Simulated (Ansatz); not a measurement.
ScAl3:
```
ScAl3
1.0
    4.10519     0.00000     0.00000
    0.00000     4.10519     0.00000
    0.00000     0.00000     4.10519
Sc Al
1 3
Cartesian
  0.00000   0.00000   0.00000
  2.05260   0.00000   2.05260
  0.00000   2.05260   2.05260
  2.05260   2.05260   0.00000
```

Relaxed with PBE. Special points in fractions of this cell's reciprocal vectors: Γ (0.000, 0.000, 0.000); X (0.000, 0.500, 0.000); M (0.500, 0.500, 0.000); R (0.500, 0.500, 0.500).

**Question.** List the band energies nearest the Fermi level at these points for plane-wave PAW PBE (Ansatz code).

**Answer.** In eV from the Fermi level; about four levels below and three above (degenerate sets whole), none deeper than 8.9 eV; points with the same levels are listed once.

```
k                          below                above
-  -----------------------------  -------------------
Γ  -2.62 -2.62 -1.82 -1.82 -1.82  1.24 1.28 1.28 1.28
X        -7.29 -1.71 -1.71 -1.46       0.78 0.97 0.97
M  -5.63 -5.63 -4.34 -0.54 -0.54       1.18 1.35 2.05
R        -4.44 -2.96 -2.96 -2.96       0.91 2.57 2.57
```

Space group Pm-3m (Cu3Au type). The PBE relaxation kept the symmetry of its start; of distortions, only those at the zone centre were tested. No spin polarisation was allowed.

Potentials: the later of the program's two PAW sets.
